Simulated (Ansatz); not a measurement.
Be (diamond, Fd-3m) at seven volumes, DFT-PBE in the program Ansatz with PAW potentials, scaled uniformly. One row is withheld.

```csv
V (Å³/atom),P (GPa)
13.374,4.85
13.815,3.01
14.256,1.40
14.697,-0.01
15.137,?
15.578,-2.34
16.019,-3.29
```

### Question
Fit the shown pressures and predict the withheld one.

### Answer
P = (3/2)B₀(x^(7/2) − x^(5/2))[1 + (3/4)(B′ − 4)(x − 1)] with x = (V₀/V)^(2/3). Least squares on the six rows gives V₀ = 14.693 Å³/atom, B₀ = 44.1 GPa, B′ = 3.36. At V = 15.137, x = 0.9803 and P = -1.25 GPa. The run itself gave -1.25 GPa.

The start of the workflow was typed in or built on a structure type; neither database checked (COD, Materials Project) lists it. It is not the phase usual at ambient conditions (space group No. 194). Symmetry was held in the PBE relaxation; its stability against distortions is not shown here.

Potentials: the later of the program's two PAW sets.
